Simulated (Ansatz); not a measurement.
The relaxed structure here is a generated cell of FeB4: the first start was made by a random draw of sites in a space group, and the end was not matched to a known phase here, so it may be hypothetical.

The end point of a relaxation of FeB$_{4}$. Space group Cmmm (No. 65). Level of theory: PBEsol (plane waves to 420 eV, PAW, scalar-relativistic; Ansatz, a program for electronic structure).

```xyz
5
Lattice="1.8770 -3.0998 0.0000 1.8770 3.0998 0.0000 0.0000 0.0000 2.8306" Properties=species:S:1:pos:R:3 pbc="T T T"
B      1.8770    -2.2199     1.4153
B      1.8770     2.2199     1.4153
B      0.9385    -1.5499     0.0000
B      0.9385     1.5499     0.0000
Fe     1.8770     0.0000     1.4153
```

### Question
What magnetic moment does PBEsol give?

### Answer
Net 0.02 μB/atom, non-magnetic.

No spin polarisation in the result: the starting moments vanished. A magnetic state may lie lower.

The run could not lose the symmetry of its start: the end is stationary, and may be a saddle point rather than a minimum.
